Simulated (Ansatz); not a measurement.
Values for one crystal, relaxed and computed with HSE06 in the plane-wave PAW code Ansatz; other levels are named.

| Quantity | Result |
|---|---|
| Volume per atom | 8.05 Å³ |
| Band gap | 10.07 eV (indirect) |
| Bulk modulus (Birch–Murnaghan fit) | 74.1 GPa |
| Valence-band maximum | at M |
| Pressure derivative B′ | 4.3 |
| Conduction-band minimum | at Γ |
| Smallest direct gap on the standard path | 10.82 eV |

Task: Which of these materials gives this?
A. SnO, CsCl type
B. ZnF2, rutile
C. Li2S, anti-fluorite
D. LiF, CsCl type

Result: D, LiF, CsCl type

Space group Pm-3m (CsCl type). The first step of the workflow began from a Materials Project structure, measured or hypothetical; the Crystallography Open Database copy checked does not list it. It is not the phase usual at ambient conditions (space group No. 225). Symmetry was held in the HSE06 relaxation; its stability against distortions is not shown here. The hybrid was solved on a coarse mesh, the path and, where they were found, the r²SCAN edge points; its band edges are the extreme levels among these.

Potentials: the later of the program's two PAW sets.
